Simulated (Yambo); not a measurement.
A BSE run in Yambo for K$_{2}$LiAlF$_{6}$ (space group Fm-3m, No. 225) (PBEsol bands; 4×4×4 mesh, 18 valence and 6 conduction bands, static screening with 80 bands and a 3 Ry block, scissor 4.20 eV, Tamm-Dancoff; field along x) gives:

```json
[
 {"state": "1", "energy (eV)": "9.91", "states within 2 meV": "3", "relative strength": "< 0.01", "class": "dark"},
 {"state": "2", "energy (eV)": "10.37", "states within 2 meV": "3", "relative strength": "1.00", "class": "strong"},
 {"state": "3", "energy (eV)": "10.46", "states within 2 meV": "1", "relative strength": "< 0.01", "class": "dark"},
 {"state": "4", "energy (eV)": "10.46", "states within 2 meV": "2", "relative strength": "< 0.01", "class": "weak"},
 {"state": "5", "energy (eV)": "10.84", "states within 2 meV": "3", "relative strength": "< 0.01", "class": "dark"}
]
```

**Question.** What changes when the window shrinks to 14 valence and 3 conduction bands?

**Answer.** The lowest state goes from 9.909 eV to 10.014 eV, and its distance below the direct gap from 1.619 eV to 1.514 eV. These are vertical excitations (zero momentum). The scissor comes from a G0W0 run whose convergence isn't established.

Geometry of the Materials Project entry, not relaxed at this level; primitive cell a = 5.642 Å, b = 5.642 Å, c = 5.642 Å, α = 60.00°, β = 60.00°, γ = 60.00°.
